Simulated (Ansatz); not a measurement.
**Lattice vibrations of Al5Ni2Pd3 at Γ**

The calculation used DFT PBE, scalar-relativistic, plane waves, PAW in Ansatz. Plane waves to 420 eV; Γ-centred k mesh 12×12×4; Fermi-Dirac smearing of 0.15 eV. No spin polarisation. Phonons by linear response, acoustic sum rule imposed.

The cell, relaxed at this level:
```
Al Ni Pd
1.0
     2.98428    0.00000    0.00000
     0.00000    2.98428    0.00000
     0.00000    0.00000   15.26864
Al Ni Pd
5 2 3
Direct
  0.00000 0.00000 0.71172
  0.00000 0.00000 0.89418
  0.00000 0.00000 0.10582
  0.00000 0.00000 0.28828
  0.00000 0.00000 0.50000
  0.50000 0.50000 0.80350
  0.50000 0.50000 0.19650
  0.50000 0.50000 0.00000
  0.50000 0.50000 0.39464
  0.50000 0.50000 0.60536
```

It was reached by relaxing an invented guess, and it needn't be the stable form of this composition. In a metal, frequencies depend on the k mesh and the smearing, soft modes most.

Optical modes at Γ:
```
frequency (cm⁻¹)  degeneracy
              67           2
              73           2
              95           1
              98           1
             107           2
             114           2
             143           1
             157           1
             227           2
             235           2
             236           2
             250           1
             255           2
             255           2
             278           1
             283           1
             333           1
             343           1
```

All 27 optical modes at Γ are real: no displacement of atoms at fixed cell lowers the energy to second order. Strains and modes at other wave vectors aren't tested by this run.
